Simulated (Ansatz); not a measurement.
Sr₃AsN:
Space group Pm-3m (No. 221); a = b = c = 5.0414 Å, α = β = γ = 90.00°

```csv
atom,site,symmetry,x,y,z
Sr,3c,4/mm.m,0.0000,0.5000,0.5000
As,1a,m-3m,0.0000,0.0000,0.0000
N,1b,m-3m,0.5000,0.5000,0.5000
```

Relaxed with PBEsol. PBEsol (plane waves, PAW; program Ansatz) gives a gap of 0.38 eV.

Problem. What gap does HSE06 give on the same cell (Ansatz, PAW)?

Solution. 1.21 eV, 0.83 eV more. The hybrid was solved on a coarser mesh and at special points; the gap given is the minimum over both.

```
k  v1 PBEsol  c1 PBEsol  v1 HSE06  c1 HSE06
-  ---------  ---------  --------  --------
Γ       0.00       0.38      0.00      1.21
R      -1.48       2.11         ?         ?
M      -0.86       2.56         ?         ?
X      -0.54       1.71         ?         ?
```

Problem. Top valence (v1) and lowest conduction level (c1) in eV from each method's valence maximum (which need not be a listed point): supply the withheld HSE06 values.

Solution. 
- X, v1 HSE06: -0.64
- X, c1 HSE06: 2.57
- R, v1 HSE06: -1.49
- R, c1 HSE06: 3.05
- M, v1 HSE06: -0.97
- M, c1 HSE06: 3.47

Cost on shared cores: the PBEsol run (SCF on a 6×6×6 mesh, then bands and DOS) around 30 core-seconds (rough), the HSE06 run (SCF on 3×3×3, then a few points) roughly 2.2 core-minutes; the tasks are unlike.

The workflow started from a Materials Project entry (that database holds measured and hypothetical structures alike); the Crystallography Open Database copy checked does not list it. Whether it is the stable phase at ambient conditions was not checked. Symmetry was held in the PBEsol relaxation; whether a distortion lowers the energy is not shown. Spin–orbit coupling is left out wherever it is not named.

Potentials: the later of the program's two PAW sets.
